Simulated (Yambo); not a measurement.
# Optical response of K2CO3

```
K2CO3
1.0
    5.74213     0.00000     0.00000
   -2.87106     4.97283     0.00000
    0.00000     0.00000     6.81586
C O K
2 6 4
Direct
  0.33333   0.66667   0.75000
  0.66667   0.33333   0.25000
  0.59378   0.79689   0.75000
  0.40622   0.20311   0.25000
  0.79689   0.59378   0.25000
  0.20311   0.40622   0.75000
  0.20311   0.79689   0.75000
  0.79689   0.20311   0.25000
  0.66667   0.33333   0.75000
  0.33333   0.66667   0.25000
  0.00000   0.00000   0.50000
  0.00000   0.00000   0.00000
```

Yambo, RPA with local fields on PBEsol bands; 3×3×2 mesh, 154 bands, 3 Ry local-field block, 0.2 eV broadening; field along z.

```
E (eV)  Im ε  Re ε  Im ε, independent particles
------  ----  ----  ---------------------------
0.0     0.00  1.96                         0.00
0.5     0.00  1.96                         0.00
1.0     0.00  1.97                         0.00
1.5     0.00  1.98                         0.01
2.0     0.01  1.99                         0.01
2.5     0.01  2.00                         0.01
3.0     0.01  2.02                         0.01
3.5     0.01  2.05                         0.02
4.0     0.02  2.09                         0.02
4.5     0.02  2.13                         0.03
5.0     0.03  2.19                         0.04
5.5     0.08  2.30                         0.09
6.0     0.15  2.24                         0.17
6.5     0.11  2.42                         0.14
7.0     0.36  2.53                         0.44
7.5     0.41  2.60                         0.53
8.0     0.68  3.00                         0.95
8.5     1.78  2.51                         2.34
9.0     1.13  1.47                         1.34
9.5     0.93  1.76                         1.16
10.0    1.20  1.86                         1.72
10.5    0.89  1.68                         1.22
11.0    0.96  1.74                         1.48
11.5    0.90  1.92                         1.49
12.0    1.27  1.62                         1.77
12.5    1.09  1.27                         2.41
13.0    0.72  1.42                         1.54
13.5    1.36  1.41                         0.74
14.0    0.73  0.97                         0.59
14.5    0.47  1.14                         0.47
15.0    0.47  1.37                         0.52
15.5    0.44  1.45                         0.52
16.0    0.44  1.67                         0.60
16.5    0.96  1.63                         1.20
17.0    0.74  1.32                         1.01
17.5    0.53  1.61                         1.06
18.0    0.71  1.69                         1.36
18.5    1.05  1.56                         2.29
19.0    1.00  1.42                         2.78
19.5    0.93  1.44                         2.22
20.0    0.99  1.48                         2.33
```

Structure narrower than a few tenths of an eV can come from the finite k mesh. Convergence of the RPA response with its 3×3×2 mesh was not tested. No excitonic effects at this level.

Geometry of the Materials Project entry, not relaxed at this level.

The structure is a Materials Project entry; no match was found in the copy of COD used, and its stability was not checked.
